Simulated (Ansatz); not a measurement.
According to PBE in the plane-wave PAW code Ansatz, As in the diamond structure (Fd-3m) relaxes to a = 6.108 Å. As has 4 nearest neighbours from 2.64 Å (tetrahedral).

Electronic character: metallic (no gap). Gap from PBE with spin–orbit coupling: none (metallic).

The bulk modulus is 45.3 GPa.

The start of the workflow was typed in or built on a structure type; neither database checked (COD, Materials Project) lists it. It is not the phase usual at ambient conditions (space group No. 166). Symmetry was held in the PBE relaxation; whether a distortion lowers the energy is not shown. Scalar-relativistic: spin–orbit coupling is off unless named, which matters more the heavier the elements.

Potentials: the later of the program's two PAW sets.
